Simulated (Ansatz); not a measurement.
# Energy landscape near a In3Se structure

These are results of DFT PBEsol, scalar-relativistic, plane waves, PAW in Ansatz, not measurements.

Settings: cutoff 420 eV, Γ-centred mesh 10×10×10 on the computed 4-atom cell, Gaussian smearing of 0.10 eV; no spin polarisation.

Reference cell:

```
CELL_PARAMETERS angstrom
4.80376 0.00000 0.00000
0.00000 4.80376 0.00000
0.00000 0.00000 4.80376
ATOMIC_POSITIONS crystal
In 0.00000 0.50000 0.50000
In 0.50000 0.00000 0.50000
In 0.50000 0.50000 0.00000
Se 0.00000 0.00000 0.00000
```

Each variant moves atoms of this cell by the vectors given, if any (Å), and then applies a symmetric strain (tensor components, Cartesian axes). The reference cell isn't relaxed at this level. Energies are per atom at zero smearing, counted from the lowest variant. Pressure is positive in compression.

1. strain (xx yy zz yz xz xy, %) -3.97 -3.97 -3.97 0.00 0.00 0.00
2. strain (xx yy zz yz xz xy, %) 2.69 2.69 2.69 0.00 0.00 0.00
3. strain (xx yy zz yz xz xy, %) -0.60 -0.60 -0.60 0.00 0.00 0.00

| variant | ΔE (meV/atom) | P (GPa) | largest force (eV/Å) | gap on mesh (eV) | space group |
| --- | --- | --- | --- | --- | --- |
| 1 | ? | ? | ? | ? | ? |
| 2 | 75.2 | -4.74 | 0.00 | 0 | Pm-3m |
| 3 | 10.1 | -2.47 | 0.00 | 0 | Pm-3m |

Question: Give the withheld rows.

Answer:
```csv
variant,ΔE (meV/atom),P (GPa),largest force (eV/Å),gap on mesh (eV),space group
1,0.0,1.67,0.00,0,Pm-3m
```

Spin polarisation was left out, and a magnetic state may lie lower.